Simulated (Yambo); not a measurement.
A G0W0@LDA run in Yambo for SrCuSeF (space group P4/nmm, No. 129) (4×4×1 Γ-centred k mesh, bands 19 to 187 and a 6 Ry block in the screening, 187 bands in G with the Bruneval-Gonze terminator, plasmon pole fitted at 27.2 eV) gives these matrix elements, in eV, at the band edges (Γ → Γ):

```json
[
 {"state": "valence edge", "E0": "0.000", "<Vxc>": "-23.079", "<Σx>": "-28.149", "<Σc(E0)>": "4.154", "Z": "0.764"},
 {"state": "conduction edge", "E0": "0.966", "<Vxc>": "-12.017", "<Σx>": "-7.770", "<Σc(E0)>": "-3.571", "Z": "0.818"}
]
```

**Question.** Solve the linearised quasiparticle equation for both states, give the gap, and say how exchange and correlation each act on it.

**Answer.** E = E0 + Z(Σx + Σc − Vxc). Valence: 0.000 + 0.764 × (-28.149 + (4.154) − (-23.079)) = -0.70 eV. Conduction: 0.966 + 0.818 × (-7.770 + (-3.571) − (-12.017)) = 1.52 eV. The gap is 2.22 eV, against 0.97 eV in LDA. Replacing Vxc by bare exchange alone would open it by 9.32 eV; correlation takes back 7.73 eV of that, and Z scales what is left. Nearest settings tried, and what they do to the gap: 153 bands in W, 153 bands in G: +35 meV; 5 Ry block (193 vectors against 249): +30 meV; 4×4×2 mesh: +110 meV. So the settings aren't converged at that level. Oxides, nitrides and fluorides with a shallow 3d shell are known to need far more bands and larger blocks. Spin-orbit splittings are left out. The filled Cu 3d shell has no Hubbard U; semilocal functionals place it too high.

The standard potential for Se keeps a d shell in the valence without the s and p states of that shell. In tests on such compounds this moved G0W0 gaps by up to about 0.9 eV, so absolute quasiparticle energies here are unreliable; differences between settings are what counts.

Geometry of the Materials Project entry, not relaxed at this level; primitive cell a = 4.094 Å, b = 4.094 Å, c = 8.901 Å, α = 90.00°, β = 90.00°, γ = 90.00°.
